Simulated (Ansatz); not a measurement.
Pt (fcc, Cu type), conventional cell a = 3.9400 Å, b = 3.9400 Å, c = 3.9400 Å, α = 90.00°, β = 90.00°, γ = 90.00°. The calculation uses the primitive cell of 1 atom, to which meshes and values per cell refer.

E(V) scan at fixed shape, V₀ the volume above. Symmetry pins the atoms to their sites.

The numbers are results of r2SCAN (plane waves to 500 eV, PAW, scalar-relativistic; Ansatz, a quantum-chemistry and plane-wave program), not measurements. k mesh 20×20×20 (Γ-centred), Fermi-Dirac smearing 0.05 eV. The energy includes the smearing's −TS. Pt is run without spin polarisation. Pt was relaxed with its symmetry unable to fall. Spin-orbit coupling is left out, though Pt is heavy. The PAW data are Ansatz's earlier set. ΔE is measured from the relaxed starting cell.

```json
[
 {"V (Å³/atom)": "13.762", "ΔE (meV/atom)": "…"},
 {"V (Å³/atom)": "14.017", "ΔE (meV/atom)": "…"},
 {"V (Å³/atom)": "14.271", "ΔE (meV/atom)": "…"},
 {"V (Å³/atom)": "14.526", "ΔE (meV/atom)": "36"},
 {"V (Å³/atom)": "14.781", "ΔE (meV/atom)": "15"},
 {"V (Å³/atom)": "15.036", "ΔE (meV/atom)": "4"},
 {"V (Å³/atom)": "15.291", "ΔE (meV/atom)": "0"},
 {"V (Å³/atom)": "15.546", "ΔE (meV/atom)": "3"},
 {"V (Å³/atom)": "15.800", "ΔE (meV/atom)": "13"},
 {"V (Å³/atom)": "16.055", "ΔE (meV/atom)": "29"},
 {"V (Å³/atom)": "16.310", "ΔE (meV/atom)": "50"},
 {"V (Å³/atom)": "16.565", "ΔE (meV/atom)": "76"},
 {"V (Å³/atom)": "16.820", "ΔE (meV/atom)": "105"}
]
```

### Question
Fill in the missing entries.

### Answer

- 13.762, ΔE (meV/atom): 162
- 14.017, ΔE (meV/atom): 108
- 14.271, ΔE (meV/atom): 67

(Under strain, the slope of the energy per volume gives the stress and its curvature an elastic modulus.)
